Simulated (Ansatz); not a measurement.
**Two inputs for Si with Mn replacing Si**

Cell: a supercell of Si (diamond type, Fd-3m) built from an entry of the Crystallography Open Database (COD) (the entry's cell lengths or inner coordinates differ somewhat from later room-temperature determinations), with all atoms left at the host's positions.

```yaml
crystal:
  lattice:
    - [0.00000, 8.14068, 8.14068]
    - [8.14068, 0.00000, 8.14068]
    - [8.14068, 8.14068, 0.00000]
  atoms:
    - { symbol: Mn, position: [0.25000, 0.25000, 0.25000] }
    - { symbol: Si, position: [0.25000, 0.25000, 0.58333] }
    - { symbol: Si, position: [0.25000, 0.25000, 0.91667] }
    - { symbol: Si, position: [0.25000, 0.58333, 0.25000] }
    - { symbol: Si, position: [0.25000, 0.58333, 0.58333] }
    - { symbol: Si, position: [0.25000, 0.58333, 0.91667] }
    - { symbol: Si, position: [0.25000, 0.91667, 0.25000] }
    - { symbol: Si, position: [0.25000, 0.91667, 0.58333] }
    - { symbol: Si, position: [0.25000, 0.91667, 0.91667] }
    - { symbol: Si, position: [0.58333, 0.25000, 0.25000] }
    - { symbol: Si, position: [0.58333, 0.25000, 0.58333] }
    - { symbol: Si, position: [0.58333, 0.25000, 0.91667] }
    - { symbol: Si, position: [0.58333, 0.58333, 0.25000] }
    - { symbol: Si, position: [0.58333, 0.58333, 0.58333] }
    - { symbol: Si, position: [0.58333, 0.58333, 0.91667] }
    - { symbol: Si, position: [0.58333, 0.91667, 0.25000] }
    - { symbol: Si, position: [0.58333, 0.91667, 0.58333] }
    - { symbol: Si, position: [0.58333, 0.91667, 0.91667] }
    - { symbol: Si, position: [0.91667, 0.25000, 0.25000] }
    - { symbol: Si, position: [0.91667, 0.25000, 0.58333] }
    - { symbol: Si, position: [0.91667, 0.25000, 0.91667] }
    - { symbol: Si, position: [0.91667, 0.58333, 0.25000] }
    - { symbol: Si, position: [0.91667, 0.58333, 0.58333] }
    - { symbol: Si, position: [0.91667, 0.58333, 0.91667] }
    - { symbol: Si, position: [0.91667, 0.91667, 0.25000] }
    - { symbol: Si, position: [0.91667, 0.91667, 0.58333] }
    - { symbol: Si, position: [0.91667, 0.91667, 0.91667] }
    - { symbol: Si, position: [0.16667, 0.16667, 0.16667] }
    - { symbol: Si, position: [0.16667, 0.16667, 0.50000] }
    - { symbol: Si, position: [0.16667, 0.16667, 0.83333] }
    - { symbol: Si, position: [0.16667, 0.50000, 0.16667] }
    - { symbol: Si, position: [0.16667, 0.50000, 0.50000] }
    - { symbol: Si, position: [0.16667, 0.50000, 0.83333] }
    - { symbol: Si, position: [0.16667, 0.83333, 0.16667] }
    - { symbol: Si, position: [0.16667, 0.83333, 0.50000] }
    - { symbol: Si, position: [0.16667, 0.83333, 0.83333] }
    - { symbol: Si, position: [0.50000, 0.16667, 0.16667] }
    - { symbol: Si, position: [0.50000, 0.16667, 0.50000] }
    - { symbol: Si, position: [0.50000, 0.16667, 0.83333] }
    - { symbol: Si, position: [0.50000, 0.50000, 0.16667] }
    - { symbol: Si, position: [0.50000, 0.50000, 0.50000] }
    - { symbol: Si, position: [0.50000, 0.50000, 0.83333] }
    - { symbol: Si, position: [0.50000, 0.83333, 0.16667] }
    - { symbol: Si, position: [0.50000, 0.83333, 0.50000] }
    - { symbol: Si, position: [0.50000, 0.83333, 0.83333] }
    - { symbol: Si, position: [0.83333, 0.16667, 0.16667] }
    - { symbol: Si, position: [0.83333, 0.16667, 0.50000] }
    - { symbol: Si, position: [0.83333, 0.16667, 0.83333] }
    - { symbol: Si, position: [0.83333, 0.50000, 0.16667] }
    - { symbol: Si, position: [0.83333, 0.50000, 0.50000] }
    - { symbol: Si, position: [0.83333, 0.50000, 0.83333] }
    - { symbol: Si, position: [0.83333, 0.83333, 0.16667] }
    - { symbol: Si, position: [0.83333, 0.83333, 0.50000] }
    - { symbol: Si, position: [0.83333, 0.83333, 0.83333] }
```

Atoms are numbered from 1 in the order listed; like atoms form one site, named after its first atom.

Reference run. Level of theory: DFT, PBE, plane waves and PAW, scalar-relativistic, collinear spin, 420 eV cutoff, Γ-centred 2×2×2 k-points, Fermi–Dirac smearing 0.01 eV, cell charge -1 (Ansatz 0.2.0). Start moments as typed (μB): 4 on each Mn, none on the rest.

(1) The input is changed as follows: `scf.lower_state_search`: not typed → off; `total_charge`: -1 → 0. What happens to V_zz (10²¹ V/m²) and η?

Results:

(1) 

| site | atom | V_zz reference | η reference | V_zz changed | η changed |
| --- | --- | --- | --- | --- | --- |
| Mn | 1 | 0.00 | – | 0.00 | – |
| Si2 | 2 | 0.40 | 0.72 | 0.72 | 0.00 |
| Si5 | 5 | 0.099 | 0.00 | -0.010 | 0.00 |
| Si9 | 9 | 0.100 | 0.00 | -0.019 | 0.00 |
| Si15 | 15 | 0.068 | 0.65 | 0.019 | 0.11 |
| Si28 | 28 | -2.11 | 0.00 | -1.21 | 0.00 |
| Si30 | 30 | -0.36 | 0.74 | 0.62 | 0.26 |
| Si32 | 32 | 0.13 | 0.06 | 0.080 | 1.00 |
| Si45 | 45 | 0.009 | 0.00 | 0.052 | 0.00 |

The largest change of V_zz along a kept axis is on Si28, from -2.11 to -1.21. In per cent, |V_zz| changes by -43 on Si (all sites that start above 2). Where |V_zz| stays above 0.1 and the axes keep their order, η moves most on Si2, from 0.72 to 0.00. On Si30, Si32 the largest principal value lies along another axis in the second run, so the two V_zz can't be compared directly. Other sites without a gradient aren't listed. The changed cell is neutral, so it isn't the same charge state. SCF iterations: 12 and 13.

On the reference run: The defect repeats with the cell of 54 atoms, so it feels its images: sites between two images don't show the values beside a lone defect, and zeros or small values of η there can come from the images' arrangement. A uniform background compensates the cell's charge. The defect cell has no gap above 0.1 eV on its mesh, so the values can hang on the smearing and the k-mesh. The neighbours have not yet relaxed around the defect (largest force 0.10 eV/Å), so a real crystal will differ.
